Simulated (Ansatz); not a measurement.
# Pb (omega (AlB2-type)): energy against volume

Theory: DFT, r2SCAN, plane waves (500 eV) with PAW, scalar-relativistic in Ansatz 0.2.0. The PAW files were generated under PBE, with cores re-solved for the functional.

The cell is scaled uniformly from the relaxed one, with fractional coordinates and shape fixed. Energies are extrapolated to zero smearing, pressures are those at the given smearing. Magnetic state: spin not included.

A Birch-Murnaghan fit gives V₀ = 31.30 Å³/atom, B₀ = 43 GPa, B₀′ = 4.8.

(1) What are the energy above the minimum and the pressure at 28.790 Å³/atom?

(2) What are the energy above the minimum and the pressure at 33.796 Å³/atom?

(3) What are the energy above the minimum and the pressure at 35.048 Å³/atom?

Results:

(1) 31.9 meV/atom and 4.45 GPa as computed.

(2) 23.2 meV/atom and -2.72 GPa as computed.

(3) 48.7 meV/atom and -3.69 GPa as computed.
